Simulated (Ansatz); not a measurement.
**Relaxing a structure of Ti**

The start is a relaxed Ti cell shaken by Gaussian noise of σ = 0.08 Å a coordinate. A full variable-cell relaxation at zero pressure is run with PBE (plane waves to 420 eV, PAW, scalar-relativistic; Ansatz, a first-principles code). The first steps use a coarse 6×6×6 k-mesh.

Input geometry:
```yaml
crystal:
  lattice:
    - [5.18615, 0.00000, 0.00000]
    - [0.00000, 5.18615, 0.00000]
    - [0.00000, 0.00000, 5.18615]
  atoms:
    - { symbol: Ti, position: [0.24623, 0.01219, 0.47365] }
    - { symbol: Ti, position: [0.75071, 0.98974, 0.48219] }
    - { symbol: Ti, position: [0.00175, 0.51614, 0.24969] }
    - { symbol: Ti, position: [0.99324, 0.53410, 0.74294] }
    - { symbol: Ti, position: [0.51228, 0.28367, 0.00629] }
    - { symbol: Ti, position: [0.51602, 0.73506, 0.02919] }
    - { symbol: Ti, position: [0.99029, 0.98204, 0.01276] }
    - { symbol: Ti, position: [0.52563, 0.50258, 0.53597] }
```

```yaml
volume_change: +0.4 %, from 17.44 to 17.51 Å³/atom
relative_to_the_parent: "It does not go back: it reaches P2₁/c (No. 14), 0.13 eV/atom below the parent"
Shortest distances (start → end): "The closest pairs of elements (up to four, under 3.6 Å), start → end: Ti–Ti 2.34 → 2.74 Å"
band_gap_at_the_end: zero (metallic)
optimiser_moves: 28
```

It ends as:

```cif
data_Ti8
_chemical_formula_sum 'Ti8'
_space_group_name_H-M_alt 'P21/c'
_space_group_IT_number 14
_space_group_name_Hall '-P 2ybc'
_cell_length_a 5.32234
_cell_length_b 4.90207
_cell_length_c 5.41904
_cell_angle_alpha 90.000
_cell_angle_beta 97.741
_cell_angle_gamma 90.000
loop_
_atom_site_label
_atom_site_type_symbol
_atom_site_symmetry_multiplicity
_atom_site_Wyckoff_symbol
_atom_site_fract_x
_atom_site_fract_y
_atom_site_fract_z
_atom_site_occupancy
Ti1 Ti 4 e 0.86190 0.30056 0.09710 1
Ti2 Ti 4 e 0.38204 0.31884 0.30298 1
```

Final values are on a 9×10×9 k-mesh of the relaxed cell. The start holds a very short contact (Ti–Ti 2.34 Å). No spin polarisation in the result.

The relaxed structure here is a generated cell of Ti: the first start was made by placing the elements on the sites of a structure type, and the end was not matched to a known phase here, so it may be hypothetical. Known forms of Ti include space group No. 194.
